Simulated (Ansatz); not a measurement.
Relaxed Ta (bcc, W type):

```xyz
2
Lattice="-3.3196 3.3196 3.3196 1.6598 -1.6598 1.6598 1.6598 1.6598 -1.6598" Properties=species:S:1:pos:R:3 pbc="T T T"
Ta     0.0000     0.0000     0.0000
Ta    -1.6598     1.6598     1.6598
```

The atoms are displaced by Q × the pattern below (from a DFPT mode at N = (0.5, 0.0, 0.0), largest move 1; Q in Å), at fixed cell. (q is in reciprocal vectors of the primitive cell; the cell shown is doubled to hold the pattern.)

```json
[
 {"atom": "Ta1", "x": "0.000", "y": "0.707", "z": "-0.707"},
 {"atom": "Ta2", "x": "0.000", "y": "-0.707", "z": "0.707"}
]
```

Method: PBE (plane waves to 420 eV, PAW, scalar-relativistic; Ansatz, a program for electronic structure). k mesh 10×20×20 (Γ-centred), Fermi-Dirac smearing 0.05 eV. The energy includes the smearing's −TS. With partly filled bands, energies and forces of such displacements shift with the k mesh and the smearing. Spin-orbit coupling is left out, though Ta is heavy. Ta is run without spin polarisation. Ta was relaxed with its symmetry unable to fall. ΔE is measured from the undisplaced structure. The last digit holds for this mesh only.

```
Q (Å)    ΔE (meV/cell)
-------  -------------
-0.2800          357.4
-0.2333          257.7
-0.1867          170.5
-0.1400       withheld
-0.0933           45.4
-0.0467           11.4
0.0000             0.0
0.0467            11.4
0.0933            45.4
0.1400        withheld
0.1867           170.5
0.2333           257.7
0.2800           357.4
```

### Question
Fit an even polynomial form (powers 2, 4, 6) to the given rows and predict ΔE at Q = 0.1400.

### Answer
Least squares on the 11 given rows: ΔE = (5274)·Q² + (-11940)·Q⁴ + (36140)·Q⁶, in meV/cell with Q in Å; root-mean-square residual 0.24 meV/cell. At 0.1400 the fit gives 99.1 meV/cell; the calculation gives 99.7 meV/cell, so the interpolation is off by -0.6 (-0.6 %). The quadratic term alone would give 103.4 meV/cell.

(A displaced cell: forces are minus the slopes of the energy, force constants its curvatures, and phonons follow from these.)
